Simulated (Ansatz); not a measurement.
Hf (hcp (Mg type), P6_3/mmc) at seven volumes, PBE (plane waves, PAW; program Ansatz), shape and atoms relaxed at each. One row is withheld.

```
V (Å³/atom)  P (GPa)
-----------  -------
20.506         11.87
21.182          7.38
21.858          3.45
22.534          0.00
23.210             ?
23.886         -5.66
24.562         -7.96
```

**Question.** Fit the shown pressures and predict the withheld one.

**Answer.** P = (3/2)B₀(x^(7/2) − x^(5/2))[1 + (3/4)(B′ − 4)(x − 1)] with x = (V₀/V)^(2/3). Least squares on the six rows gives V₀ = 22.535 Å³/atom, B₀ = 107 GPa, B′ = 3.42. At V = 23.210, x = 0.9805 and P = -3.00 GPa. The run itself gave -3.02 GPa.

The cell was relaxed with PBE under the symmetry of its start. The run is not spin-polarised. Scalar-relativistic: spin–orbit coupling is off unless named, which matters more the heavier the elements.

Potentials: the earlier of the program's two PAW sets.
